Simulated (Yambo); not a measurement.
G0W0@LDA for BN (space group P6_3/mmc, No. 194) in Yambo. Reference settings: 6×6×2 Γ-centred k mesh, 94 bands and a 10 Ry block in the screening, 94 bands in G with the Bruneval-Gonze terminator, plasmon pole fitted at 27.2 eV. The LDA gap H → Γ on this mesh is 4.26 eV; G0W0 gaps are taken between the same points.

With and without the terminator, as bands are cut:

```tsv
bands in G (in W)	gap, terminator (eV)	gap, none (eV)	valence shift, terminator (eV)	valence shift, none (eV)
20 (20)	5.801	5.467	-0.494	0.015
32 (32)	5.740	5.435	-0.672	-0.243
50 (50)	5.772	5.526	-0.804	-0.469
72 (72)	5.805	5.628	-0.877	-0.635
94 (94)	5.838	5.704	-0.927	-0.743
```

Over this range the gap spans 0.098 eV with the terminator and 0.269 eV without, the valence shift 0.433 eV and 0.758 eV. Neither column has reached its limit for certain.

Geometry of the Materials Project entry, not relaxed at this level; primitive cell a = 2.5124 Å, b = 2.5124 Å, c = 7.7073 Å, α = 90.00°, β = 90.00°, γ = 120.00°.

A shift is the quasiparticle energy of the state minus its LDA energy.

The distance between layers or molecules is the database entry's, not relaxed here. Functionals without dispersion can leave it too large, which widens gaps and weakens the response across layers: the numbers belong to this cell.
